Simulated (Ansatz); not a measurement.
Q: Each is relaxed and computed with PBEsol in the plane-wave PAW code Ansatz. Which is the only one with a gap?
A. BaMgF4, Cmcm (Pearson symbol oS24)
B. AlCrB, Cmcm (Al on 4c, B on 4c, Cr on 4c)
C. TiSi2, Cmcm (Ti on 4c, Si on 4c, Si on 4c)
D. ScSi, Cmcm (Sc on 4c, Si on 4c)

A: A, BaMgF4, Cmcm (Pearson symbol oS24). BaMgF4: gap 7.06 eV (indirect); ScSi: metal; AlCrB: metal; TiSi2: metal. Typed or built starts, not in the databases checked: AlCrB, Cmcm (Al on 4c, B on 4c, Cr on 4c). Standing as an ambient phase not checked: BaMgF4, Cmcm (Pearson symbol oS24); ScSi, Cmcm (Sc on 4c, Si on 4c). Began spin-polarised and lost the moments: AlCrB, Cmcm (Al on 4c, B on 4c, Cr on 4c). Unstable at this level: BaMgF4, Cmcm (Pearson symbol oS24). All cells were relaxed under the symmetry of their starts (and spin orders); stability against distortions was not tested throughout. Named crystals with no word on spin ran without spin polarisation. Scalar-relativistic: spin–orbit coupling is off unless named, which matters more the heavier the elements.

Potentials: the earlier of the program's two PAW sets. The files were generated under PBE; for other functionals the program regenerates the frozen cores, and for LDA and PBEsol the local potential too.
